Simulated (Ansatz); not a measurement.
VGe in space group P-6m2 (No. 187; V on 1a, Ge on 1f), PBEsol (plane waves, PAW; program Ansatz), all energies at zero smearing, with the estimated change up to a 700 eV cutoff added, with one set of potentials and settings (totals compare only within such a set). Cell of 2 atoms (1 V, 1 Ge): -7139.236 eV.

```json
[
 {"element": "V", "reference phase": "Im-3m, 1 atoms in the cell", "E (eV/atom)": "-2885.2930"},
 {"element": "Ge", "reference phase": "Fd-3m, 2 atoms in the cell", "E (eV/atom)": "-4253.4978"}
]
```

Formation energy per atom, worked out: (-7139.236 − 1×(-2885.2930) − 1×(-4253.4978))/2 = -0.222 eV/atom (-21 kJ per mol of atoms), at 0 K, without zero-point energy or fitted corrections.

The cell is a constructed one: a structure type filled with these elements; neither database checked (COD, Materials Project) lists it. Its standing as an ambient phase is unchecked. Symmetry was held in the PBEsol relaxation; of distortions, only those at the zone centre were tested. The workflow began spin-polarised and lost its moments. The cell computed holds one magnetic atom, so no antiferromagnetic order was within reach. The references are the lowest solids computed at this level, not always the standard phases.

Potentials: the later of the program's two PAW sets.
